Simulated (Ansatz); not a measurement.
GeRh2:
Space group Pnma (No. 62); a = 5.496 Å, b = 4.006 Å, c = 7.579 Å, α = 90.00°, β = 90.00°, γ = 90.00°

| atom | site | symmetry | x | y | z |
|---|---|---|---|---|---|
| Ge | 4c | .m. | 0.2148 | 0.2500 | 0.8950 |
| Rh | 4c | .m. | 0.0305 | 0.2500 | 0.2034 |
| Rh | 4c | .m. | 0.1614 | 0.2500 | 0.5695 |

This is the r²SCAN-relaxed structure.

All from DFT-r²SCAN in the program Ansatz with PAW potentials, unless another level is named. Estimate the electronic character.

metallic (no gap).

And the density of states at the Fermi level?

0.83 states/eV per atom (mean over ±0.08 eV).

And the formation energy from the elements (no fitted shifts)?

-0.47 eV/atom.

The workflow started from a Materials Project entry (that database holds measured and hypothetical structures alike); the Crystallography Open Database files this formula in space group No. 62, but the cells were not matched. Whether it is the stable phase at ambient conditions was not checked. The r²SCAN relaxation kept the symmetry of its start; its stability against distortions is not shown here. No spin polarisation was allowed. The references are the lowest solids computed at this level, not always the standard phases. Spin–orbit coupling is left out wherever it is not named.

Potentials: the later of the program's two PAW sets.
